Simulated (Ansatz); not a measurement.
# Where the states of TeS2 lie

```
CELL_PARAMETERS angstrom
0.00000 3.27742 3.27742
3.27742 0.00000 3.27742
3.27742 3.27742 0.00000
ATOMIC_POSITIONS crystal
Te 0.00000 0.00000 0.00000
S 0.25000 0.25000 0.25000
S 0.75000 0.75000 0.75000
```

The structure comes from a relaxation in the same program, started in the fluorite type, and has space group Fm-3m. Whether it is a known phase or the ground state wasn't checked.

Spin–orbit coupling is left out, though it moves levels of the heavy atoms by tenths of an eV or more.

Method: DFT, PBE, all-electron LAPW, scalar-relativistic in Ansatz 0.2.0.

The runs use a Γ-centred 10×10×10 k mesh, Fermi–Dirac smearing of 0.03 eV, basis error target 0.5 meV/atom, no spin polarisation.

States per eV and cell, averaged over 0.4 eV, from -5.8 to 2.8 eV, with energies (bin centres) from the Fermi level; empty bins are left out. 

```
E (eV)  total
  -5.7   1.76
  -5.3   2.03
  -4.9   2.46
  -4.5   3.10
  -4.1   1.45
  -3.7   1.72
  -3.3   0.97
  -2.9   1.04
  -2.5   1.64
  -2.1   1.68
  -1.7   3.37
  -1.3   2.74
  -0.9   2.81
  -0.5   2.14
  -0.1   1.06
   0.3   0.54
   0.7   1.02
   1.1   1.51
   1.5   3.07
   1.9   4.10
   2.3   3.64
   2.7   0.92
```
